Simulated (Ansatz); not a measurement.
BAs (zinc blende), relaxed with HSE06 (Ansatz, a program for electronic structure, plane waves, PAW): a = 4.772 Å, b = 4.772 Å, c = 4.772 Å, α = 90.00°, β = 90.00°, γ = 90.00°.

gap (eV): 1.82
B₀ by P(V) fit (GPa): 146

### Question
The same phase is relaxed and computed with r²SCAN in the same code. What are the cell and these values now?

### Answer
a = b = c = 4.784 Å, α = β = γ = 90.00°.

- gap (eV) = 1.37
- B₀ by P(V) fit (GPa) = 141

All cells were relaxed under the symmetry of their starts (and spin orders); stability against distortions was not tested throughout. Scalar-relativistic: spin–orbit coupling is off unless named, which matters more the heavier the elements.

Potentials: the later of the program's two PAW sets.

Ansatz is a plane-wave DFT program.
